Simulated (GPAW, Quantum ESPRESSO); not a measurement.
Given: the input of a run of Quantum ESPRESSO 7.5 on CsLiCr2Te2S3. Atoms were shifted at random by some hundredths of an Å from the given cell, which wasn't relaxed again for these runs. The cell comes from a database or a generator and needn't be the stable form of this composition.

The input pw.in:

```
&CONTROL
  calculation = 'scf'
  prefix = 'pwscf'
  outdir = './tmp'
  pseudo_dir = './pseudo'
  tprnfor = .true.
  tstress = .true.
  disk_io = 'nowf'
/
&SYSTEM
  ibrav = 0
  nat = 9
  ntyp = 5
  ecutwfc = 55
  ecutrho = 440
  nbnd = 49
  occupations = 'smearing'
  smearing = 'fd'
  degauss = 0.00367493
  nspin = 2
  starting_magnetization(1) = 0
  starting_magnetization(2) = 0
  starting_magnetization(3) = 0.2143
  starting_magnetization(4) = 0
  starting_magnetization(5) = 0
/
&ELECTRONS
  conv_thr = 1.8d-09
  electron_maxstep = 120
  mixing_beta = 0.3
/
ATOMIC_SPECIES
Cs   132.9055 Cs_pbe_v1.uspp.F.UPF
Li     6.9400 li_pbe_v1.4.uspp.F.UPF
Cr    51.9961 cr_pbe_v1.5.uspp.F.UPF
Te   127.6000 Te_pbe_v1.uspp.F.UPF
S     32.0600 s_pbe_v1.4.uspp.F.UPF
CELL_PARAMETERS angstrom
   3.4216200000   -5.1806900000    0.0078400000
   3.4216200000    5.1806900000    0.0078400000
  -2.9041100000    0.0000000000    7.4309300000
ATOMIC_POSITIONS crystal
Cs     0.0853380000    0.0862210000    0.0051640000
Li     0.5839220000    0.5858820000    0.5585590000
Cr     0.0636530000    0.4723630000    0.5622920000
Cr     0.4696150000    0.0589730000    0.5565960000
Te     0.5627070000    0.8667330000    0.2845050000
Te     0.8733070000    0.5635280000    0.2953300000
S      0.8115810000    0.3888590000    0.7298580000
S      0.3964890000    0.8169270000    0.7336650000
S      0.2064220000    0.2110570000    0.4826190000
K_POINTS automatic
5 5 4 0 0 0
```

Potentials or basis: SSSP 1.3 efficiency PBE.

Command:

```console
$ OMP_NUM_THREADS=1 mpirun -n 4 pw.x -nk 2 -in pw.in > pw.out
```

Task: Set up the same calculation for GPAW 26.7.0 (ASE script). Potentials or basis there: GPAW PAW data sets (gpaw-data 1.2.1), cutoff 800 eV.

Result: As run (cutoffs and basis follow the program's own potentials, and thresholds, step limits or extra output files can differ):

The input run.py:

```python
from ase import Atoms
from ase.dft.bandgap import bandgap
from ase.io import write
from ase.units import GPa
from ase.parallel import parprint
from gpaw import GPAW, PW

atoms = Atoms(['Cs', 'Li', 'Cr', 'Cr', 'Te', 'Te', 'S', 'S', 'S'],
              cell=[[3.42162, -5.18069, 0.00784],
                    [3.42162, 5.18069, 0.00784],
                    [-2.90411, 0.0, 7.43093]],
              scaled_positions=[[0.085338, 0.086221, 0.005164],
                                [0.583922, 0.585882, 0.558559],
                                [0.063653, 0.472363, 0.562292],
                                [0.469615, 0.058973, 0.556596],
                                [0.562707, 0.866733, 0.284505],
                                [0.873307, 0.563528, 0.29533],
                                [0.811581, 0.388859, 0.729858],
                                [0.396489, 0.816927, 0.733665],
                                [0.206422, 0.211057, 0.482619]],
              pbc=True)
atoms.set_initial_magnetic_moments([0.0, 0.0, 3.0, 3.0, 0.0, 0.0, 0.0, 0.0, 0.0])

calc = GPAW(mode=PW(800),
            xc='PBE',
            kpts={'size': (5, 5, 4), 'gamma': True},
            occupations={'name': 'fermi-dirac', 'width': 0.05},
            nbands=49,
            convergence={'density': 1e-05, 'energy': 1e-05},
            maxiter=150,
            txt='gpaw.txt')
atoms.calc = calc
energy = atoms.get_potential_energy()
forces = atoms.get_forces()
stress = atoms.get_stress()
calc.write('gs.gpw')
write('result.traj', atoms)
parprint(f'Energy: {energy:.6f} eV')
parprint('Forces (eV/A):')
parprint(forces.round(4))
parprint('Stress (GPa):', (stress / GPa).round(3))
parprint('Moments:', calc.get_magnetic_moments().round(3))
parprint('Fermi level:', round(calc.get_fermi_level(), 4), 'eV')
parprint(f'Gap: {bandgap(calc)[0]:.4f} eV, direct: {bandgap(calc, direct=True)[0]:.4f} eV')
```

Potentials or basis: GPAW PAW data sets (gpaw-data 1.2.1), pw.

The run is started by

```sh
$ OMP_NUM_THREADS=1 mpirun -n 8 gpaw python run.py
```

Both were run:

|  | Quantum ESPRESSO | GPAW |
| --- | --- | --- |
| Pressure | 0.3 GPa | 0.5 GPa |
| Net moment | 4.03 μB per cell | 4.03 μB per cell |
| Energy over the undisturbed cell | 3.2 meV/atom | 4.0 meV/atom |

The potentials hold 70 and 52 valence electrons a cell.

The magnetic state is the one that the start led to; the real crystal's order can differ.

Pressure is positive in compression.
